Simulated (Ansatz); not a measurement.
An elastic tensor (GPa, Voigt order, standard axes) from DFT-LDA in the program Ansatz with PAW potentials:

|  | 1 | 2 | 3 | 4 | 5 | 6 |
|---|---|---|---|---|---|---|
| 1 | 223 | 132 | 132 | 0.0 | 0.0 | 0.0 |
| 2 | 132 | 223 | 132 | 0.0 | 0.0 | 0.0 |
| 3 | 132 | 132 | 223 | 0.0 | 0.0 | 0.0 |
| 4 | 0.0 | 0.0 | 0.0 | 85.3 | 0.0 | 0.0 |
| 5 | 0.0 | 0.0 | 0.0 | 0.0 | 85.3 | 0.0 |
| 6 | 0.0 | 0.0 | 0.0 | 0.0 | 0.0 | 85.3 |

Q: Pick the material that matches.
(A) NbC, rock salt
(B) ZrC, rock salt
(C) YPd3, Cu3Au type
(D) BaTe, rock salt

A: C, YPd3, Cu3Au type

Space group Pm-3m (Cu3Au type). The workflow started from a Materials Project entry (that database holds measured and hypothetical structures alike); the Crystallography Open Database files this formula in space group No. 221, but the cells were not matched. Its standing as an ambient phase is unchecked. The LDA relaxation kept the symmetry of its start; of distortions, only those at the zone centre were tested. No spin polarisation was allowed. As this level gives no gap, shear constants depend on the k-mesh and smearing (Fermi–Dirac, 0.1 eV here).

Potentials: the later of the program's two PAW sets.
